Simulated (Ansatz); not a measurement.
Cu3Au:
```
Cu3Au
1.0
    3.78084     0.00000     0.00000
    0.00000     3.78084     0.00000
    0.00000     0.00000     3.78084
Cu Au
3 1
Direct
  0.00000   0.50000   0.50000
  0.50000   0.50000   0.00000
  0.50000   0.00000   0.50000
  0.00000   0.00000   0.00000
```

Relaxed with PBE. Special points in fractions of this cell's reciprocal vectors: Γ (0.000, 0.000, 0.000); X (0.000, 0.500, 0.000); M (0.500, 0.500, 0.000); R (0.500, 0.500, 0.500).

Question: List the band energies nearest the Fermi level at these points for DFT-PBE with spin–orbit coupling in the program Ansatz with PAW potentials.

Answer: In eV from the Fermi level; about four levels below and three above (degenerate sets whole), none deeper than 8.9 eV; points with the same levels are listed once.

```tsv
k	below	above
Γ	-1.33 -1.33 -1.33 -1.33 -1.17 -1.17	0.73 0.73 1.36 1.36 1.36 1.36
X	-1.53 -1.53 -1.38 -1.38	5.16 5.16 5.94 5.94
M	-0.51 -0.51 -0.45 -0.45	0.29 0.29 8.36 8.36
R	-0.83 -0.83 -0.83 -0.83	2.31 2.31 3.84 3.84 3.84 3.84
```

Space group Pm-3m (Cu3Au type). Symmetry was held in the PBE relaxation; of distortions, only those at the zone centre were tested. The run is not spin-polarised.

Potentials: the later of the program's two PAW sets.
